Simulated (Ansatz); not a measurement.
## Relaxing an invented Si₃O₂ structure

These are results of DFT PBE, scalar-relativistic, plane waves, PAW (Ansatz 0.2.0), not measurements. Cutoff 420 eV, Gaussian smearing, Γ-centred meshes. Cell and atoms relax first on a coarse mesh and then on a finer one. In between, the cell is made exact in the group found at 0.06 Å. In metals the finer mesh still leaves noise of several meV/atom or more. The steps can't lower the symmetry of their start. No spin polarisation in the relaxation; trial moments died out in a coarse test.

Recipe of this trial structure of Si₃O₂: random cell by space group and Wyckoff sites (P4mm, No. 99). The dimensions are guesses.

```
Si O
1.0
     4.50122    0.00000    0.00000
     0.00000    4.50122    0.00000
     0.00000    0.00000    3.33570
Si O
3 2
Direct
  0.50000 0.50000 0.47939
  0.50000 0.50000 0.97837
  0.00000 0.00000 0.53121
  0.50000 0.00000 0.41683
  0.00000 0.50000 0.41683
```

Energies over the elements count from the elements' standard structures at the same level (O₂ as a molecule), with no fitted energy shifts.

Question: What does it relax into?

Answer: The symmetry stays P4mm (No. 99). The volume per atom shrinks by 8.0 %, from 13.5 to 12.4 Å³. The shortest distance goes from 1.66 Å (Si–Si) to 1.77 Å (Si–O). The ratio c/a of the conventional cell changes by a factor of 2.19. The energy falls by about 3.0 eV/atom (the start's value is from the coarse mesh). The end is written in a standard setting, so origin, axes and order of atoms can differ from the start's. Conventional cell: a = 3.368 Å, c = 5.478 Å. Si on its first site is surrounded by 4 O at 1.77 Å and 1 Si at 2.36 Å; around Si on its second site lie 1 Si at 2.36 Å and 4 Si at 2.57 Å; Si on its third site has 4 O at 2.32 Å and 4 Si at 2.57 Å; O is surrounded by 2 Si at 1.77 Å and 2 Si at 2.32 Å.

```cif
data_structure
_symmetry_space_group_name_H-M 'P4mm'
_symmetry_Int_Tables_number 99
_cell_length_a 3.3683
_cell_length_b 3.3683
_cell_length_c 5.4778
_cell_angle_alpha 90.000
_cell_angle_beta 90.000
_cell_angle_gamma 90.000
_cell_volume 62.15
loop_
_atom_site_label
_atom_site_type_symbol
_atom_site_symmetry_multiplicity
_atom_site_Wyckoff_symbol
_atom_site_fract_x
_atom_site_fract_y
_atom_site_fract_z
_atom_site_occupancy
Si1 Si 1 b 0.50000 0.50000 0.33145 1
Si2 Si 1 b 0.50000 0.50000 0.89987 1
Si3 Si 1 a 0.00000 0.00000 0.72421 1
O1 O 2 c 0.50000 0.00000 0.43355 1
```

Question: How does it come out in energy, and is it a metal?

Answer: The energy over the elements is −0.86 eV/atom and the gap on the 12×12×8 mesh of the 5-atom cell is 0 eV (a metal).

It lies below the elements, which doesn't yet make it stable against other compounds or structures.

The last run used Gaussian smearing of 0.10 eV. A structure relaxed within its symmetry needn't be a true minimum.
